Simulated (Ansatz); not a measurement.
All numbers below come from DFT PBE, scalar-relativistic, plane waves, PAW (Ansatz). All cells share a 420 eV cutoff and Γ-centred k meshes spaced about 0.3 Å⁻¹ or finer (0.25 for metals, 2π included). No spin polarisation.

These are static total energies at zero pressure.

Compare these two cells of Pd4Pt, each relaxed at this level.

A.

```xyz
5
Lattice="4.3710 0.0000 0.0000 -2.1855 3.7854 0.0000 0.0000 0.0000 5.3171" Properties=species:S:1:pos:R:3 pbc="T T T"
Pd    2.1855    1.2618    3.9689
Pd    2.1855    1.2618    1.3482
Pd    0.0000    0.0000    2.6586
Pd    0.0000    2.5236    0.0000
Pt    0.0000    0.0000    0.0000
```

B.

```xyz
5
Lattice="4.3132 0.0000 0.0000 -2.1566 3.7353 0.0000 0.0000 0.0000 5.3820" Properties=species:S:1:pos:R:3 pbc="T T T"
Pd    0.0000    2.4902    0.8217
Pd    2.1566    1.2451    4.5603
Pd    0.0000    2.4902    3.4580
Pd    2.1566    1.2451    1.9240
Pt    0.0000    0.0000    0.0000
```

Question: Which form is favoured at zero pressure, and by what margin per atom?

Answer: They are level within the accuracy (4 meV/atom apart, with B the lower in these runs). A has space group P-6m2 (No. 187), 17.6 Å³/atom and no gap on its mesh; B has space group P-3m1 (No. 164), 17.3 Å³/atom and no gap. Counting all near atoms (those within 1.25 times the shortest distance at each site; a plus sign parts nearer from farther groups; a slash parts the counts of unlike sites), A has Pd 8/3+6/11, Pt 11 and B has Pd 11, Pt 6+6. Even the lower one lies +0.29 eV/atom against the reference forms of the elements (uncorrected), so neither is stable at this level. Both come from trial cells of a structure search, whose lowest cell (R-3m, 15.4 Å³/atom) lies 286 meV/atom below the lower of the two.

The k mesh leaves some 4 meV/atom of noise in the energy of each metallic cell. Spin–orbit coupling, which can matter for Pt, is left out. A magnetic state wasn't ruled out in cells without spin, among them P-6m2. Trial moments fell under 0.15 μB along the way in P-6m2 and P-3m1; another start might hold them. Cells relaxed within their symmetry can be saddle points. Some structure types and database cells were kept out of the candidates from the start, so a known form may be missing.
